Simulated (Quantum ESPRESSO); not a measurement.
```cif
data_InP
_chemical_formula_sum 'P1 In1'
_space_group_name_H-M_alt 'P 1'
_space_group_IT_number 1
_cell_length_a 4.17938
_cell_length_b 4.17938
_cell_length_c 4.17938
_cell_angle_alpha 60.000
_cell_angle_beta 60.000
_cell_angle_gamma 60.000
loop_
_space_group_symop_operation_xyz
  'x, y, z'
loop_
_atom_site_label
_atom_site_type_symbol
_atom_site_fract_x
_atom_site_fract_y
_atom_site_fract_z
_atom_site_occupancy
P1 P 0.75000 0.75000 0.75000 1
In1 In 0.00000 0.00000 0.00000 1
```

The PBEsol cell relaxed from Materials Project entry mp-20351 was given an isotropic strain of +0.5 % on all lattice vectors, and the atoms were relaxed again.

### Question
What does PBE (stringent potentials; pw.x of Quantum ESPRESSO, ONCV potentials, scalar-relativistic) give for the electronic structure near the Fermi level?

### Answer
The PBE gap is direct, 0.57 eV at Γ. Spin-orbit splittings are left out.
